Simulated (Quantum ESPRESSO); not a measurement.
```cif
data_Na6Sb2
_chemical_formula_sum 'Na6 Sb2'
_space_group_name_H-M_alt 'P63/mmc'
_space_group_IT_number 194
_space_group_name_Hall '-P 6c 2c'
_cell_length_a 5.32068
_cell_length_b 5.32068
_cell_length_c 9.47008
_cell_angle_alpha 90.000
_cell_angle_beta 90.000
_cell_angle_gamma 120.000
loop_
_atom_site_label
_atom_site_type_symbol
_atom_site_symmetry_multiplicity
_atom_site_Wyckoff_symbol
_atom_site_fract_x
_atom_site_fract_y
_atom_site_fract_z
_atom_site_occupancy
Na1 Na 4 f 0.66667 0.33333 0.08280 1
Na2 Na 2 b 0.00000 0.00000 0.25000 1
Sb1 Sb 2 c 0.33333 0.66667 0.25000 1
```

The geometry is that of Materials Project entry mp-7956, symmetrised and not relaxed again.

**Question.** What does norm-conserving PBEsol (Quantum ESPRESSO, 88 Ry, without SOC) give for the electronic structure near the Fermi level?

**Answer.** The PBEsol gap is direct, 0.41 eV at Γ. Without spin-orbit coupling, band edges of such heavy elements can be off by tenths of an eV.
